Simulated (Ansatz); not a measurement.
The relaxed structure here is a generated cell of Rh: the first start was made by placing the elements on the sites of a structure type, and the end was not matched to a known phase here, so it may be hypothetical. Known forms of Rh include space group No. 225.

A relaxed cell of Rh (Fmmm (No. 69)), relaxed on a k-mesh at least as fine as the one used below. Computed with PBE (plane waves to 420 eV, PAW, scalar-relativistic; Ansatz, a quantum-chemistry and plane-wave program). Γ-centred k-mesh 7×14×14 on the run's cell (coarser than for final values), Fermi–Dirac smearing 0.05 eV.

```
CELL_PARAMETERS angstrom
      0.00000     4.57448     9.66277
      1.34089     0.00000     4.83138
      1.34089     2.28724     0.00000
ATOMIC_POSITIONS crystal
  Rh 0.06409 0.12818 0.87182
  Rh 0.56409 0.12818 0.87182
  Rh 0.43591 0.87182 0.12818
  Rh 0.93591 0.87182 0.12818
```

The atoms are displaced by (Å):

```json
[
 {"atom": "Rh1", "ux": "0.019", "uy": "-0.110", "uz": "0.014"},
 {"atom": "Rh2", "ux": "0.008", "uy": "0.085", "uz": "-0.098"},
 {"atom": "Rh3", "ux": "-0.131", "uy": "0.114", "uz": "0.107"},
 {"atom": "Rh4", "ux": "-0.160", "uy": "-0.037", "uz": "0.102"}
]
```

Problem. What forces (eV/Å) and pressure result?

Solution. 
```
atom     Fx     Fy     Fz
----  -----  -----  -----
Rh1   -1.09   0.89   1.14
Rh2    0.08  -1.08   2.52
Rh3    0.45  -0.52  -2.48
Rh4    0.57   0.71  -1.17
```

Pressure +5.9 GPa.

Problem. Estimate the energy cost of the displacement in the harmonic approximation and compare with the calculation.

Solution. For a harmonic well ΔE = −½ Σ F·u = 0.529 eV a cell, or 132 meV/atom. The calculated energy relative to the undisplaced cell is +0.12 eV/atom, so the harmonic estimate holds well.

The undisplaced cell is probably no minimum: from this displacement the run went on to R-3m (No. 166), 0.12 eV/atom below it.

No spin polarisation in the result.
